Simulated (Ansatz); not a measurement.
FeCo3 in space group P4/mmm (No. 123; Fe on 1a, Co on 2h, Co on 1b) under volume change, PBEsol in the plane-wave PAW code Ansatz, shape and atoms relaxed at each volume.

```
V (Å³/atom)  E − E(relaxed) (meV/atom)  P (GPa)
-----------  -------------------------  -------
9.664                             70.0    24.10
9.982                             30.1    15.85
10.301                             7.1     7.38
10.620                             0.0     0.00
10.938                             6.4    -6.25
11.257                            24.2   -11.54
11.575                            51.8   -16.01
```

What does a third-order Birch–Murnaghan fit give for V₀, B₀ and B′?

V₀ = 10.63 Å³/atom, B₀ = 220 GPa, B′ = 3.3.

The first step of the workflow began from a Materials Project structure, measured or hypothetical; the Crystallography Open Database copy checked does not list it. Whether it is the stable phase at ambient conditions was not checked. The PBEsol relaxation kept the symmetry of its start; whether a distortion lowers the energy is not shown. Magnetic state: ferromagnetic, chosen from 5 collinear starts compared on coarse meshes (ties went to the first, and starts can fall back to one state), not a proven ground state.

Potentials: the later of the program's two PAW sets.
